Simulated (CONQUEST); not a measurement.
Band structure of SrHIO (Pnma, 16 atoms in the cell; from Materials Project mp-643385, lattice scaled a little).

```
SrHIO
1.0
    7.99215     0.00000     0.00000
    0.00000     4.39869     0.00000
    0.00000     0.00000    11.15836
Sr H I O
4 4 4 4
Direct
  0.17848   0.25000   0.92199
  0.82152   0.75000   0.07801
  0.32152   0.75000   0.42199
  0.67848   0.25000   0.57801
  0.28211   0.25000   0.59750
  0.71789   0.75000   0.40250
  0.21789   0.75000   0.09750
  0.78211   0.25000   0.90250
  0.02280   0.75000   0.68026
  0.97720   0.25000   0.31974
  0.47720   0.25000   0.18026
  0.52280   0.75000   0.81974
  0.36695   0.25000   0.53186
  0.63305   0.75000   0.46814
  0.13305   0.75000   0.03186
  0.86695   0.25000   0.96814
```

Level of theory: PBEsol, numerical atomic orbitals double-zeta with polarisation (the shipped basis), PseudoDojo norm-conserving potentials made for PBEsol run with CONQUEST.

Settings: basis = DZP; Diag.MPMeshX, Y, Z = 3 5 2; potentials = PseudoDojo norm-conserving PBEsol; Grid.GridCutoff = 140 Ha; DM.SolutionMethod = diagon; Diag.SmearingType = 1; Diag.kT = 0.001837 Ha; Diag.GammaCentred = true; Diag.MPOrder = 0; minE.SCTolerance = 1.0e-06; SC.MaxIters = 100; SC.LinearMixingFactor = 0.3; SC.KerkerPreCondition = true; SC.KerkerFactor = 0.1 1/bohr.

Spin-orbit coupling is left out, which matters for bands and gaps with elements this heavy. The program uses no crystal symmetry, so grid and mesh can part values that symmetry would make equal. The atom-centred basis is finite, which shifts total energies, pressures and forces against plane waves. The structure comes from a collection of computed structures, made at another level of theory; the collection holds predicted forms beside known ones. Its lattice was then scaled.

Question: Predict the gap along the standard path and the places of the band edges.

Answer: The gap along the path is 3.41 eV, direct at Γ to within 0.01 eV.

Points are given in units of this cell's reciprocal vectors. Levels in eV from the top of the valence band on the path, bands 45 to 49:
```tsv
point	45	46	47	48	49
Γ (0 0 0)	-0.20	-0.12	-0.07	0.00	3.41
X (0 -0.5 0)	-0.54	-0.54	-0.09	-0.09	4.46
S (-0.5 -0.5 0)	-0.44	-0.44	-0.44	-0.44	4.82
Y (-0.5 0 0)	-0.26	-0.26	-0.04	-0.04	4.58
Z (0 0 -0.5)	-0.19	-0.19	-0.06	-0.06	4.07
U (0 -0.5 -0.5)	-0.52	-0.52	-0.10	-0.10	4.46
R (-0.5 -0.5 -0.5)	-0.47	-0.47	-0.47	-0.47	4.73
T (-0.5 0 -0.5)	-0.21	-0.21	-0.08	-0.08	4.54
```

Higher empty bands are left out: an atom-centred basis made for the valence describes them poorly.
